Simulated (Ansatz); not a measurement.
Calculation for Cs (bcc type): DFT, PBE, norm-conserving pseudopotentials, Ansatz's default files, scalar-relativistic (Ansatz 0.2.0). This run: the series' base cell.

The base cell comes from a relaxation on PAW files under the same functional.

Command: `ansatz run input.yaml --threads 1 --pin off --max-ram 2048MiB --backend cpu --events-out ev --progress --plain --runs-dir out` It took 1.2 s on 1 thread of AMD EPYC 9R45 96-Core Processor (Zen 5) (shared host), peak memory 0.4 GiB.

```yaml
crystal:
  lattice:
    - [-3.0771560441, 3.0771560441, 3.0771560441]
    - [3.0771560441, -3.0771560441, 3.0771560441]
    - [3.0771560441, 3.0771560441, -3.0771560441]
  atoms:
    - { symbol: Cs, position: [0.0, 0.0, 0.0] }
kpoints:
  mp_grid: { grid: [9, 9, 9] }
scf:
  occupations: { method: fermi_dirac, width: 0.05 }
hamiltonian:
  xc: pbe
  pseudopotentials: { kind: nc }
output:
  forces: true
  stress: true
  eigenvalues: true
```

Output:

```
Engine: ansatz 0.2.0
Pseudopotentials: kind: nc
Pseudopotential: Cs, nc, valence charge 9, recommended cutoff 680.284656 eV (normal), Cs.nc.azcp
Functional definition: PBE
  parameter kappa = 0.804
  parameter beta = 0.06672455060314922
  exchange = pbe_x(kappa = kappa, mu = beta*pi^2/3)
  correlation = pbe_c(beta = beta)
Crystal: 1 atoms, lattice volume = 116.549 Å³
Basis set: ecut = 680.284656 eV, 4729 PW (Γ), exchange–correlation on 96×96×96 points (8 copies of the dense FFT grid, shifted against one another)
Bands: 9, of which v1, the nominal top of the filled ones, is band 5 counted from 1 (4 counted from 0)
Symmetry: 48 space group operations
Space group: Im-3m (ITA 229), of the structure as read, at distance tolerance 4.9e-5 Å
k-points: 35 of 729
Non-local potential: Cs, projectors of the file, l = 0: 2, l = 1: 2, l = 2: 2, l = 3: 2
Initial density: superposition of atomic densities (chi_scale 0.1, normalization cell)
Initial wavefunctions: pseudopotential atomic-orbital guess
Functional: x = pbe(κ = 0.804, μ = 0.2195149727645171), c = pbe(β = 0.06672455060314922)
SCF iter   1: F=—  HF=-635.758676 eV  |F-HF|=—  |Δ(HF+E_count)|=         —  Δρ=2.16e-3  dr2=1.94e-2  ethr=3.10e-3  ⟨swp⟩=7.1  Hψ=2887  notcnv=0
preconditioner: auto → Kerker (q_TF=auto, 1.780 Å⁻¹)  [metal: Δε(μ)=0.067 eV  Ē_g=2.659 eV  σ=0.050 eV  W_gap=0.31  n_scr=12 (ndim 8)  ℏωp=3.4 eV  f_vac=0.000  D(μ)=1.20/eV (n_scr^D=0)]
SCF iter   2: F=—  HF=-635.755920 eV  |F-HF|=—  |Δ(HF+E_count)|=   2.76e-3  Δρ=1.41e-3  dr2=9.62e-3  ethr=2.15e-4  ⟨swp⟩=2.1  Hψ=683  notcnv=0
SCF iter   3: F=—  HF=-635.754309 eV  |F-HF|=—  |Δ(HF+E_count)|=   1.61e-3  Δρ=5.53e-4  dr2=7.18e-4  ethr=1.07e-4  ⟨swp⟩=2.8  Hψ=631  notcnv=0
SCF iter   4: F=—  HF=-635.754562 eV  |F-HF|=—  |Δ(HF+E_count)|=   2.53e-4  Δρ=2.22e-4  dr2=3.31e-5  ethr=7.98e-6  ⟨swp⟩=2.5  Hψ=462  notcnv=0
SCF iter   5: F=—  HF=-635.754543 eV  |F-HF|=—  |Δ(HF+E_count)|=   1.84e-5  Δρ=2.92e-5  dr2=1.20e-6  ethr=3.68e-7  ⟨swp⟩=2.2  Hψ=469  notcnv=0
SCF iter   6: F=-635.754545 eV  HF=-635.754545 eV  |F-HF|=1.44e-7  |Δ(HF+E_count)|=   2.13e-6  Δρ=5.87e-6  dr2=6.94e-8  ethr=1.11e-9  ⟨swp⟩=7.0  Hψ=2176  notcnv=0
SCF 1 converged in 6 iterations: F = -635.754545 eV  dr2 = 6.94e-8
SCF converged after 6 iterations
Free energy (F): -635.754545 eV
Harris-Foulkes:  -635.754545 eV  (|F-HF|=1.44e-7)
Internal energy: -635.744908 eV  (E = F + TS)
E sigma→0 (E₀):  -635.749727 eV
Entropy (-TS):   -0.009637 eV (-9.637 meV/atom)
Fermi energy:    2.196221 eV
--- Per-component energies (eV) ---
  E_band       = -92.563915
  E_kinetic    = 139.081829
  E_local      = -469.826219  (includes V_loc(G=0)·N_el)
  E_nonlocal   = 88.657377
  E_hartree    = 137.038451
  E_xc         = -185.840794
  E_vxc        = -124.553487  (∫ρ·V_xc dr)
  E_ewald      = -344.855552
  E_smearing   = -0.009637  (= −TS)
  E_closure    = 0.000000  (closes the sum)
  Σ components = -635.754545   (vs F -635.754545, Δ=0.00e0)
--- Forces (eV/Å), atoms counted from 1 ---
  atom   1  Cs    -0.00000000     0.00000000     0.00000000
  max |Σ_I F_I| component: 1.05e-32 eV/Å
--- Stress (GPa, compression-positive) ---
        0.003915       0.000000       0.000000
        0.000000       0.003915       0.000000
        0.000000       0.000000       0.003915
  P = ⅓ Tr σ = 0.0039 GPa (0.039 kbar)
--- Band table (eV; the first three rows and the last of 35) ---
  k-point 0: bands = ["-21.6713", "-8.4194", "-8.4194", "-8.4194", "0.5292", "4.6816", "4.6816", "4.6816", "5.5300"]
  k-point 1: bands = ["-21.6706", "-8.4353", "-8.4246", "-8.4194", "0.6634", "4.5379", "4.5401", "4.8146", "5.3399"]
  k-point 2: bands = ["-21.6687", "-8.4748", "-8.4376", "-8.4194", "1.0429", "4.0569", "4.2504", "5.2062", "5.3443"]
  k-point 34: bands = ["-21.6604", "-8.5128", "-8.5101", "-8.5101", "2.8447", "2.8988", "4.9437", "5.0363", "5.0363"]
```

Next run (volume at 0.92 of the series' base cell), as changes to the input before:

```diff
   lattice:
-    - [-3.0771560441, 3.0771560441, 3.0771560441]
-    - [3.0771560441, -3.0771560441, 3.0771560441]
-    - [3.0771560441, 3.0771560441, -3.0771560441]
+    - [-2.992807585, 2.992807585, 2.992807585]
+    - [2.992807585, -2.992807585, 2.992807585]
+    - [2.992807585, 2.992807585, -2.992807585]
   atoms:
```

Results part of the output:

```
SCF 1 converged in 6 iterations: F = -635.749081 eV  dr2 = 6.62e-8
SCF converged after 6 iterations
Free energy (F): -635.749081 eV
Harris-Foulkes:  -635.749081 eV  (|F-HF|=1.31e-7)
Internal energy: -635.739210 eV  (E = F + TS)
E sigma→0 (E₀):  -635.744145 eV
Entropy (-TS):   -0.009871 eV (-9.871 meV/atom)
Fermi energy:    2.564925 eV
--- Per-component energies (eV) ---
  E_band       = -88.920453
  E_kinetic    = 139.290048
  E_local      = -454.178653  (includes V_loc(G=0)·N_el)
  E_nonlocal   = 88.696645
  E_hartree    = 131.001037
  E_xc         = -185.973421
  E_vxc        = -124.731248  (∫ρ·V_xc dr)
  E_ewald      = -354.574866
  E_smearing   = -0.009871  (= −TS)
  E_closure    = 0.000000  (closes the sum)
  Σ components = -635.749081   (vs F -635.749081, Δ=0.00e0)
--- Forces (eV/Å), atoms counted from 1 ---
  atom   1  Cs     0.00000000    -0.00000000     0.00000000
  max |Σ_I F_I| component: 1.04e-30 eV/Å
--- Stress (GPa, compression-positive) ---
        0.195381       0.000000      -0.000000
       -0.000000       0.195381      -0.000000
        0.000000      -0.000000       0.195381
  P = ⅓ Tr σ = 0.1954 GPa (1.954 kbar)
--- Band table (eV; the first three rows and the last of 35) ---
  k-point 0: bands = ["-21.2578", "-7.9919", "-7.9919", "-7.9919", "0.8132", "5.1005", "5.1005", "5.1005", "6.0103"]
  k-point 1: bands = ["-21.2567", "-8.0132", "-7.9987", "-7.9920", "0.9593", "4.9453", "4.9511", "5.2465", "5.8028"]
  k-point 2: bands = ["-21.2539", "-8.0659", "-8.0157", "-7.9921", "1.3685", "4.4472", "4.6365", "5.6762", "5.8132"]
  k-point 34: bands = ["-21.2416", "-8.1146", "-8.1109", "-8.1109", "3.1518", "3.1959", "5.5185", "5.5916", "5.5916"]
```

Next run (volume at 0.76 of the series' base cell), as changes to the input before:

```diff
   lattice:
-    - [-2.992807585, 2.992807585, 2.992807585]
-    - [2.992807585, -2.992807585, 2.992807585]
-    - [2.992807585, 2.992807585, -2.992807585]
+    - [-2.8081526846, 2.8081526846, 2.8081526846]
+    - [2.8081526846, -2.8081526846, 2.8081526846]
+    - [2.8081526846, 2.8081526846, -2.8081526846]
   atoms:
```

Results part of the output:

```
SCF 1 converged in 6 iterations: F = -635.692001 eV  dr2 = 4.86e-8
SCF converged after 6 iterations
Free energy (F): -635.692001 eV
Harris-Foulkes:  -635.692001 eV  (|F-HF|=9.29e-8)
Internal energy: -635.681134 eV  (E = F + TS)
E sigma→0 (E₀):  -635.686568 eV
Entropy (-TS):   -0.010867 eV (-10.867 meV/atom)
Fermi energy:    3.531483 eV
--- Per-component energies (eV) ---
  E_band       = -79.635211
  E_kinetic    = 139.857984
  E_local      = -417.165445  (includes V_loc(G=0)·N_el)
  E_nonlocal   = 88.797865
  E_hartree    = 117.032298
  E_xc         = -186.313291
  E_vxc        = -125.191264  (∫ρ·V_xc dr)
  E_ewald      = -377.890545
  E_smearing   = -0.010867  (= −TS)
  E_closure    = 0.000000  (closes the sum)
  Σ components = -635.692001   (vs F -635.692001, Δ=0.00e0)
--- Forces (eV/Å), atoms counted from 1 ---
  atom   1  Cs     0.00000000    -0.00000000     0.00000000
  max |Σ_I F_I| component: 1.00e-30 eV/Å
--- Stress (GPa, compression-positive) ---
        0.865999      -0.000000      -0.000000
       -0.000000       0.865999      -0.000000
        0.000000      -0.000000       0.865999
  P = ⅓ Tr σ = 0.8660 GPa (8.660 kbar)
--- Band table (eV; the first three rows and the last of 35) ---
  k-point 0: bands = ["-20.2141", "-6.8936", "-6.8936", "-6.8936", "1.5960", "6.1758", "6.1758", "6.1758", "7.2465"]
  k-point 1: bands = ["-20.2115", "-6.9339", "-6.9057", "-6.8938", "1.7756", "5.9901", "6.0065", "6.3564", "6.9919"]
  k-point 2: bands = ["-20.2048", "-7.0327", "-6.9363", "-6.8946", "2.2642", "5.4553", "5.6266", "6.8861", "7.0191"]
  k-point 34: bands = ["-20.1757", "-7.1155", "-7.1080", "-7.1080", "3.9436", "3.9620", "7.0320", "7.0430", "7.0430"]
```

Next run (volume at 0.6 of the series' base cell), as changes to the input before:

```diff
   lattice:
-    - [-2.8081526846, 2.8081526846, 2.8081526846]
-    - [2.8081526846, -2.8081526846, 2.8081526846]
-    - [2.8081526846, 2.8081526846, -2.8081526846]
+    - [-2.5953739238, 2.5953739238, 2.5953739238]
+    - [2.5953739238, -2.5953739238, 2.5953739238]
+    - [2.5953739238, 2.5953739238, -2.5953739238]
   atoms:
```

Results part of the output:

```
SCF 1 converged in 6 iterations: F = -635.519727 eV  dr2 = 4.51e-11
SCF converged after 6 iterations
Free energy (F): -635.519727 eV
Harris-Foulkes:  -635.519727 eV  (|F-HF|=7.65e-11)
Internal energy: -635.509729 eV  (E = F + TS)
E sigma→0 (E₀):  -635.514728 eV
Entropy (-TS):   -0.009997 eV (-9.997 meV/atom)
Fermi energy:    5.012616 eV
--- Per-component energies (eV) ---
  E_band       = -66.094650
  E_kinetic    = 140.753413
  E_local      = -369.112632  (includes V_loc(G=0)·N_el)
  E_nonlocal   = 88.923366
  E_hartree    = 99.612194
  E_xc         = -186.814602
  E_vxc        = -125.883118  (∫ρ·V_xc dr)
  E_ewald      = -408.871469
  E_smearing   = -0.009997  (= −TS)
  E_closure    = -0.000000  (closes the sum)
  Σ components = -635.519727   (vs F -635.519727, Δ=0.00e0)
--- Forces (eV/Å), atoms counted from 1 ---
  atom   1  Cs    -0.00000000     0.00000000     0.00000000
  max |Σ_I F_I| component: 6.78e-32 eV/Å
--- Stress (GPa, compression-positive) ---
        2.266625       0.000000       0.000000
        0.000000       2.266625       0.000000
        0.000000      -0.000000       2.266625
  P = ⅓ Tr σ = 2.2666 GPa (22.666 kbar)
--- Band table (eV; the first three rows and the last of 35) ---
  k-point 0: bands = ["-18.7221", "-5.2603", "-5.2603", "-5.2603", "2.8878", "7.7645", "7.7645", "7.7645", "9.0795"]
  k-point 1: bands = ["-18.7149", "-5.3449", "-5.2843", "-5.2613", "3.1256", "7.5314", "7.5661", "7.9988", "8.7472"]
  k-point 2: bands = ["-18.6968", "-5.5473", "-5.3439", "-5.2639", "3.7366", "6.9623", "7.0858", "8.6818", "8.8051"]
  k-point 34: bands = ["-18.6190", "-5.6952", "-5.6786", "-5.6786", "5.0978", "5.1187", "9.2296", "9.2296", "9.3445"]
```

Next run (volume at 0.52 of the series' base cell), as changes to the input before:

```diff
   lattice:
-    - [-2.5953739238, 2.5953739238, 2.5953739238]
-    - [2.5953739238, -2.5953739238, 2.5953739238]
-    - [2.5953739238, 2.5953739238, -2.5953739238]
+    - [-2.4744801139, 2.4744801139, 2.4744801139]
+    - [2.4744801139, -2.4744801139, 2.4744801139]
+    - [2.4744801139, 2.4744801139, -2.4744801139]
   atoms:
```

Results part of the output:

```
SCF 1 converged in 6 iterations: F = -635.357554 eV  dr2 = 2.80e-8
SCF converged after 6 iterations
Free energy (F): -635.357554 eV
Harris-Foulkes:  -635.357554 eV  (|F-HF|=5.01e-8)
Internal energy: -635.346102 eV  (E = F + TS)
E sigma→0 (E₀):  -635.351828 eV
Entropy (-TS):   -0.011452 eV (-11.452 meV/atom)
Fermi energy:    6.087321 eV
--- Per-component energies (eV) ---
  E_band       = -56.642979
  E_kinetic    = 141.413138
  E_local      = -338.754746  (includes V_loc(G=0)·N_el)
  E_nonlocal   = 88.942705
  E_hartree    = 89.071562
  E_xc         = -187.171367
  E_vxc        = -126.387651  (∫ρ·V_xc dr)
  E_ewald      = -428.847394
  E_smearing   = -0.011452  (= −TS)
  E_closure    = -0.000000  (closes the sum)
  Σ components = -635.357554   (vs F -635.357554, Δ=0.00e0)
--- Forces (eV/Å), atoms counted from 1 ---
  atom   1  Cs    -0.00000000     0.00000000    -0.00000000
  max |Σ_I F_I| component: 1.40e-31 eV/Å
--- Stress (GPa, compression-positive) ---
        3.343301       0.000000      -0.000000
       -0.000000       3.343301       0.000000
        0.000000      -0.000000       3.343301
  P = ⅓ Tr σ = 3.3433 GPa (33.433 kbar)
--- Band table (eV; the first three rows and the last of 35) ---
  k-point 0: bands = ["-17.7062", "-4.0929", "-4.0929", "-4.0929", "3.8976", "8.8960", "8.8960", "8.8960", "10.3742"]
  k-point 1: bands = ["-17.6937", "-4.2217", "-4.1281", "-4.0948", "4.1828", "8.6269", "8.6754", "9.1699", "9.9827"]
  k-point 2: bands = ["-17.6618", "-4.5234", "-4.2151", "-4.0998", "4.8780", "8.0465", "8.1218", "9.9644", "10.0712"]
  k-point 34: bands = ["-17.5265", "-4.7258", "-4.7001", "-4.7001", "5.8989", "5.9490", "10.7960", "10.7960", "11.0193"]
```

Next run (volume at 0.45 of the series' base cell), as changes to the input before:

```diff
   lattice:
-    - [-2.4744801139, 2.4744801139, 2.4744801139]
-    - [2.4744801139, -2.4744801139, 2.4744801139]
-    - [2.4744801139, 2.4744801139, -2.4744801139]
+    - [-2.3580537015, 2.3580537015, 2.3580537015]
+    - [2.3580537015, -2.3580537015, 2.3580537015]
+    - [2.3580537015, 2.3580537015, -2.3580537015]
   atoms:
```

Command: `ansatz run input.yaml --threads 1 --pin off --max-ram 2048MiB --backend cpu --events-out ev --progress --plain --runs-dir out` It took 0.69 s on 1 thread of AMD EPYC 9R45 96-Core Processor (Zen 5), with other jobs on the host, peak memory 0.32 GiB.

Results part of the output:

```
SCF 1 converged in 6 iterations: F = -635.160767 eV  dr2 = 7.94e-10
SCF converged after 6 iterations
Free energy (F): -635.160767 eV
Harris-Foulkes:  -635.160767 eV  (|F-HF|=6.03e-10)
Internal energy: -635.151425 eV  (E = F + TS)
E sigma→0 (E₀):  -635.156096 eV
Entropy (-TS):   -0.009342 eV (-9.342 meV/atom)
Fermi energy:    7.297023 eV
--- Per-component energies (eV) ---
  E_band       = -46.018596
  E_kinetic    = 142.179585
  E_local      = -307.128828  (includes V_loc(G=0)·N_el)
  E_nonlocal   = 88.896844
  E_hartree    = 78.507888
  E_xc         = -187.585634
  E_vxc        = -126.982435  (∫ρ·V_xc dr)
  E_ewald      = -450.021281
  E_smearing   = -0.009342  (= −TS)
  E_closure    = 0.000000  (closes the sum)
  Σ components = -635.160767   (vs F -635.160767, Δ=0.00e0)
--- Forces (eV/Å), atoms counted from 1 ---
  atom   1  Cs     0.00000000    -0.00000000     0.00000000
  max |Σ_I F_I| component: 1.23e-31 eV/Å
--- Stress (GPa, compression-positive) ---
        4.541219      -0.000000      -0.000000
       -0.000000       4.541219      -0.000000
        0.000000      -0.000000       4.541219
  P = ⅓ Tr σ = 4.5412 GPa (45.412 kbar)
--- Band table (eV; the first three rows and the last of 35) ---
  k-point 0: bands = ["-16.5911", "-2.7477", "-2.7477", "-2.7477", "5.1411", "10.1905", "10.1905", "10.1905", "11.8478"]
  k-point 1: bands = ["-16.5699", "-2.9398", "-2.7987", "-2.7511", "5.4860", "9.8776", "9.9427", "10.5110", "11.3842"]
  k-point 2: bands = ["-16.5155", "-3.3795", "-2.9236", "-2.7600", "6.2644", "9.3034", "9.3043", "11.4345", "11.5165"]
  k-point 34: bands = ["-16.2857", "-3.6514", "-3.6127", "-3.6127", "6.8094", "6.8943", "12.5882", "12.5882", "12.9426"]
```

Spin–orbit coupling is left out, which matters for the heavy atoms. The norm-conserving files are those that the library serves for this functional.
